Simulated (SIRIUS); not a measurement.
Consider a self-consistent single point of InGaN2 (P3m1, 4 atoms in the cell; from Materials Project mp-1223660, changed as shown).

```yaml
crystal:
  lattice:
    - [3.39929, 0.00000, 0.00000]
    - [-1.69965, 2.94387, 0.00000]
    - [0.00000, 0.00000, 5.60713]
  atoms:
    - { symbol: In, position: [0.00000, 0.00000, 0.99840] }
    - { symbol: Ga, position: [0.66667, 0.33333, 0.49536] }
    - { symbol: N, position: [0.66667, 0.33333, 0.14562] }
    - { symbol: N, position: [0.00000, 0.00000, 0.60222] }
```

Level of theory: LDA (PW92), GBRV LDA ultrasoft pseudopotentials (plane waves; SIRIUS).

SIRIUS settings:

| key | value |
|---|---|
| parameters.ngridk | 12 12 6 |
| parameters.xc_functionals | [XC_LDA_X, XC_LDA_C_PW] |
| parameters.gk_cutoff | 6.325 1/bohr |
| parameters.pw_cutoff | 14.143 1/bohr |
| parameters.smearing | gaussian |
| parameters.smearing_width | 0.000367493 Ha |
| potentials | GBRV LDA ultrasoft pseudopotentials |
| parameters.electronic_structure_method | pseudopotential |
| parameters.num_bands | 25 |
| parameters.num_mag_dims | 0 |
| parameters.num_dft_iter | 100 |
| parameters.energy_tol | 1e-07 Ha |
| parameters.density_tol | 1e-06 |
| mixer.type | anderson |
| mixer.beta | 0.3 |
| mixer.use_hartree | false |

Results:

```
Property                                                  Value
------------------------------------------------  -------------
Number of valence electrons                                  42
Number of bands                                              25
Number of k-points after the program's reduction            100
Number of plane waves (most at a k-point)                  1653
Number of SCF iterations                                     27
FFT grid                                           32 × 32 × 50
Free energy E − TS                                -8006.7152 eV
Gap on the k-point mesh                                 0.14 eV
Pressure                                             -11.64 GPa
Largest force (vector length)                        0.160 eV/Å
```

Forces (eV/Å):
```tsv
atom	Fx	Fy	Fz
In1	0.000	0.000	0.034
Ga2	0.000	0.000	-0.153
N3	0.000	0.000	-0.040
N4	0.000	0.000	0.160
```

Stress (GPa, positive for compression):
```
-10.90    0.00    0.00
  0.00  -10.90    0.00
  0.00    0.00  -13.11
```

The gap is read on the k-point mesh of the run and can differ from the gap over the whole zone at this level.

For comparison: a first run was changed to give this one (lattice vector c scaled by 1.01), and from it to this one the free energy goes up by 9.3 meV/atom, the pressure goes from -10.40 to -11.64 GPa, the largest force goes from 0.139 to 0.160 eV/Å and the gap on the mesh goes from 0.208 to 0.138 eV.

The structure comes from a collection of computed structures, made at another level of theory; the collection holds predicted forms beside known ones.

Cost on one core: roughly 4 core-minutes.
